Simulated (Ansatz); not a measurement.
**Sr₂CuO₃, a database entry at a rescaled volume**

```xyz
12
Lattice="0.0000 3.9328 0.0000 6.3777 -1.9664 1.7518 -12.7555 0.0000 3.5035" Properties=species:S:1:pos:R:3 pbc="T T T"
Sr   -1.8827    0.0000    1.7518
Sr   -8.2604    1.9664    3.5035
Sr    1.8827    0.0000    1.7518
Sr   -4.4950    1.9664    3.5035
Cu   -6.3777    0.0000    1.7518
Cu    0.0000    1.9664    0.0000
O    -4.4134    0.0000    1.7518
O   -10.7911    1.9664    3.5035
O     4.4134    0.0000    1.7518
O    -1.9643    1.9664    3.5035
O     0.0000    0.0000    0.0000
O    -6.3777    1.9664    1.7518
```

Level: r2SCAN, with U_eff = 3.43 eV on Cu d (all-electron-ortho-atomic projectors), collinear spin; 500 eV; 5×5×3 Γ-centred mesh; fermi-dirac occupations (width 0.0594 eV); Ansatz 0.2.0, fixed geometry.

Magnetic state (reached from a saved solution, and it need not be the lowest): Cu5 up, Cu6 down.

(1) Which atom feels the largest force, and which way?

(2) What do density and ELF say about some of the short contacts?

(3) How large are the moments?

(4) Which element gives electrons and which takes them?

(5) What is the character of the valence top and the conduction bottom?

(6) Is there a gap, and of what kind?

(7) What does the stress say?

Origin: a database entry at a rescaled volume.

Answers

(1) The largest is on O9 (and as large on other atoms): 0.24 eV/Å, components (-0.24, 0.00, 0.00). It makes 180° with the line to a nearest neighbour, Cu6 at 1.96 Å, pointing away from it.

(2) Cu–O at 1.96 Å: least valence density 0.63 e/Å³ and ELF 0.23 there. Sr–O at 2.53 Å: least valence density 0.23 e/Å³ and ELF 0.07 there, a closed-shell (ionic or weak) contact. These are pseudo-fields; inside the PAW spheres they differ from the all-electron ones.

(3) Cu5 +0.63, Cu6 -0.63 μB of spin moment in Bader basins; net size 0.00 μB a cell.

(4) Bader charges in e: Sr +1.56, Cu +0.99, O -1.40 to -1.32. In the mean Sr gives up most and O takes most.

(5) Within 0.7 eV of the edges, the states project mainly on O p (77 %) and Cu d (18 %) below the gap and on Cu d (64 %) and O p (22 %) above it.

(6) The gap is 0.29 eV, indirect or between spins (the least direct gap found is 1.34 eV).

(7) The pressure is -0.5 GPa (compression positive), so with the atoms held at these fractions the cell would first shrink. The principal stresses -1.1, -0.6, 0.1 GPa differ, so its shape would change too.
